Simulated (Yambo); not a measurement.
Yambo run on CdS (zinc blende, space group F-43m, No. 216). The wavefunctions come from this Quantum ESPRESSO step (PBEsol, PseudoDojo standard norm-conserving files, fully relativistic):

```
&CONTROL
  calculation = 'nscf'
  pseudo_dir = './pseudo'
  outdir = './out'
/
&SYSTEM
  ibrav = 0
  nat = 2
  ntyp = 2
  ecutwfc = 102.0
  ecutrho = 408.0
  occupations = 'fixed'
  force_symmorphic = .true.
  nbnd = 241
  noncolin = .true.
  lspinorb = .true.
/
&ELECTRONS
  conv_thr = 2e-09
  diago_full_acc = .true.
  diago_thr_init = 1e-08
/
ATOMIC_SPECIES
S 32.0600 S.upf
Cd 112.4140 Cd.upf
CELL_PARAMETERS angstrom
  0.000000000000   2.912406876000   2.912406876000
  2.912406876000   0.000000000000   2.912406876000
  2.912406876000   2.912406876000   0.000000000000
ATOMIC_POSITIONS crystal
S   0.750000000000   0.750000000000   0.750000000000
Cd   0.000000000000   0.000000000000   0.000000000000
K_POINTS automatic
4 4 4 0 0 0
```

Yambo input:

```
rim_cut
gw0
dyson
el_el_corr
HF_and_locXC
ppa
em1d
RandQpts= 1000000
RandGvec= 1 Ry
EXXRLvcs= 102 Ry
VXCRLvcs= 408 Ry
Chimod= "HARTREE"
% BndsRnXp
 9 | 238 |
%
NGsBlkXp= 10 Ry
% LongDrXp
 1.0 | 1.0 | 1.0 |
%
PPAPntXp= 27.2114 eV
% GbndRnge
 1 | 238 |
%
GTermKind= "BG"
DysSolver= "n"
ExtendOut
% QPkrange
 1 | 1 | 24 | 28 |
 3 | 3 | 26 | 27 |
 7 | 7 | 26 | 27 |
 8 | 8 | 26 | 27 |
%
```

k points by index: 1 = Γ, 3 = L, 7 = X, 8 = W.

Resulting energies as the program prints them:

```
#    K-point    Band    Eo [eV]    E [eV]    E-Eo [eV]    Vxc [eV]    Vnlxc [eV]    Sc|Eo [eV]    Sc|E [eV]    dSc/dw|Eo [eV]    Re(Z)    Im(Z)
#
    1    24    -0.20392E-12    -0.946073    -0.946073    -15.24714    -18.31189    1.858868    2.118685    -7.472174    0.784559    -0.001379
    1    25    0.000000    -0.948091    -0.948091    -15.24714    -18.31190    1.856304    2.116676    -7.472203    0.784558    -0.001379
    1    26    0.000000    -0.949984    -0.949984    -15.24714    -18.31190    1.853885    2.114775    -7.472180    0.784559    -0.001379
    1    27    0.997986    1.234866    0.236880    -10.79802    -6.807560    -3.699229    -3.753584    -6.241288    0.813427    -0.001263
    1    28    0.997986    1.234866    0.236880    -10.79802    -6.807560    -3.699229    -3.753584    -6.241288    0.813427    -0.001263
    3    26    -0.763651    -1.733220    -0.969569    -14.24543    -17.49228    2.008771    2.277279    -7.534918    0.783142    -0.001417
    3    27    2.877342    3.251053    0.373711    -11.16809    -6.751002    -3.957519    -4.043377    -6.249761    0.813221    -0.001277
    7    26    -1.930114    -2.945567    -1.015453    -12.90673    -16.46931    2.260077    2.547135    -7.691400    0.779631    -0.001500
    7    27    3.371026    3.489310    0.118283    -9.570284    -5.726230    -3.700388    -3.725770    -5.833666    0.823461    -0.001249
    8    26    -2.236472    -3.290479    -1.054006    -13.53428    -17.33094    2.446855    2.742655    -7.635785    0.780875    -0.001453
    8    27    5.267718    5.387319    0.119602    -10.50214    -6.354438    -4.000108    -4.028105    -6.363457    0.810467    -0.001285
```
(The two width columns are left out.) Convergence of these settings isn't established.

Geometry relaxed with PBEsol.
